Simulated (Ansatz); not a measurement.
## BiRu (zincblende structure)

Level of theory: DFT, r²SCAN, scalar-relativistic, no spin polarisation; plane waves to 500 eV with PAW datasets (Ansatz 0.2.0), Γ-centred 10×10×10 mesh, 0.05 eV Gaussian smearing; PAW files: Ansatz's generated set soft_2.

```xyz
2
Lattice="0.0000 3.0231 3.0231 3.0231 0.0000 3.0231 3.0231 3.0231 0.0000" Properties=species:S:1:pos:R:3 pbc="T T T"
Ru    0.0000    0.0000    0.0000
Bi    1.5115    1.5115    1.5115
```

The structure was built from a prototype; whether the compound forms in it isn't claimed.

Which orbitals carry the states at the Fermi level, and how many states are there?

Within 0.1 eV of it: Ru 4d 73 %, Bi 6p 18 % (shares among the projected shells; no valence p shell of Ru is among them). The density of states at the Fermi level is about 1.3 states/eV per cell, averaged over 0.3 eV.

Density of states (tetrahedra, averaged over 0.5 eV; states/eV per cell of 2 atoms; energy in eV from the Fermi level; projections on Löwdin-orthogonalised atomic orbitals, summed over sites):

```
    E  total  Ru 4d  Bi 6p  Ru 5s  Bi 6s  Bi 5d
-4.10    0.6    0.2    0.3    0.1    0.0    0.0
-3.60    3.2    0.9    1.9    0.3    0.0    0.0
-3.10    1.1    0.5    0.5    0.1    0.0    0.0
-2.60    5.0    3.0    1.8    0.1    0.0    0.0
-2.10    2.0    1.1    0.9    0.0    0.0    0.0
-1.60    0.2    0.1    0.1    0.0    0.0    0.0
-1.10    5.6    5.3    0.1    0.0    0.0    0.0
-0.60    2.9    2.7    0.1    0.1    0.0    0.0
-0.10    1.9    1.4    0.3    0.1    0.1    0.0
 0.40    1.3    0.8    0.3    0.0    0.1    0.0
 0.90    1.3    0.7    0.5    0.0    0.1    0.0
 1.40    1.6    0.7    0.7    0.0    0.0    0.0
 1.90    1.4    0.6    0.7    0.0    0.0    0.0
 2.40    1.3    0.4    0.7    0.0    0.0    0.0
 2.90    1.1    0.4    0.6    0.0    0.0    0.0
 3.40    0.8    0.2    0.4    0.0    0.0    0.0
 3.90    0.4    0.1    0.3    0.0    0.0    0.0
```

The calculation's cell holds 31 valence electrons, an odd number. Without magnetic order each band takes two, so one stays part-filled and the crystal must be a metal. (Only strong correlation, outside this picture, could make a Mott insulator of it.)

No spin–orbit coupling, a notable omission for heavy elements.
